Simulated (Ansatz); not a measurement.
The relaxed structure here is a generated cell of Si2Mo: the first start was made by placing the elements on the sites of a structure type, and the end was not matched to a known phase here, so it may be hypothetical. Known forms of Si2Mo include space group No. 139.

One starting cell of Si$_{2}$Mo (a generated trial cell of Si2Mo in the C49 structure type) was relaxed twice with Ansatz (plane waves, PAW, scalar-relativistic): with PBEsol at 420 eV and with PBE at 420 eV. The PBEsol result:

```xyz
6
Lattice="1.9768 -6.3286 0.0000 1.9768 6.3286 0.0000 0.0000 0.0000 3.2635" Properties=species:S:1:pos:R:3 pbc="T T T"
Si     1.9768    -5.4268     2.4477
Si     1.9768     5.4268     0.8159
Si     1.9768     3.3062     2.4477
Si     1.9768    -3.3062     0.8159
Mo     1.9768    -1.3418     2.4477
Mo     1.9768     1.3418     0.8159
```

```tsv
quantity	PBEsol	PBE
space group	Cmcm	Cmcm
volume (Å³/atom)	13.61	14.00
a (Å)	3.954	3.966
b (Å)	12.657	12.855
c (Å)	3.264	3.294
gap (eV, no spin-orbit coupling)	0.00	0.00
highest phonon at the sampled q (cm⁻¹)	400	380
softest mode (cm⁻¹)	75i	75i
energy after following the soft phonon mode at Γ (P2₁/m), against the parent (eV/atom)	-0.04	-0.04
```

Both levels end in the same structure; PBE's volume is 2.8 % larger. Neither column is exact.

No spin polarisation in the result.

The run could not lose the symmetry of its start, so the end can be a saddle point.

Ansatz is a quantum-chemistry and plane-wave program.
